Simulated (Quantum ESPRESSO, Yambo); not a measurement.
Quasiparticle gap of HgAl2S4

Space group I-4 (No. 82); a = b = 5.576 Å, c = 10.246 Å, α = β = γ = 90.00°

```csv
atom,site,symmetry,x,y,z
Al,2d,-4..,0.5000,0.0000,0.2500
Al,2b,-4..,0.0000,0.0000,0.5000
S,8g,1,0.2807,0.2672,0.1354
Hg,2a,-4..,0.0000,0.0000,0.0000
```
(The calculation used a cell of 7 atoms; values per cell refer to that cell.)

The geometry is that of Materials Project entry mp-7906, symmetrised and not relaxed again.

Starting point: PBEsol (pw.x of Quantum ESPRESSO, ONCV potentials, no spin-orbit coupling). G0W0 in Yambo: 4×4×4 Γ-centred k mesh, bands 5 to 169 and a 6 Ry block in the screening, 169 bands in G with the Bruneval-Gonze terminator, plasmon pole fitted at 27.2 eV.

```yaml
PBEsol gap along the band path: 1.99 eV
PBEsol gap between the mesh's edge points (X → Γ): 2.02 eV
G0W0 gap between the same points: 3.38 eV
PBEsol smallest direct gap on the mesh (at Γ): 2.08 eV
G0W0 direct gap at that point: 3.40 eV
```

| k point | band | E PBEsol (eV) | E QP (eV) | shift (eV) | Z |
|---|---|---|---|---|---|
| Γ | VB | -0.06 | -0.87 | -0.81 | 0.79 |
| Γ | CB | 2.02 | 2.53 | 0.51 | 0.81 |
| X | VB | 0.00 | -0.85 | -0.85 | 0.78 |
| X | CB | 2.51 | 3.12 | 0.60 | 0.81 |
| N | VB | -0.11 | -0.96 | -0.85 | 0.78 |
| N | CB | 3.72 | 4.37 | 0.65 | 0.80 |
| P | VB | -0.13 | -1.00 | -0.88 | 0.78 |
| P | CB | 2.71 | 3.31 | 0.60 | 0.81 |

Energies count from the PBEsol valence-band maximum.

Nearest settings tried, and what they do to the gap: 2 Ry block (69 vectors against 271): -161 meV. Not varied: bands in G, bands in W, mesh. So the settings aren't converged at that level.

Without spin-orbit coupling, band edges of such heavy elements can be off by tenths of an eV.
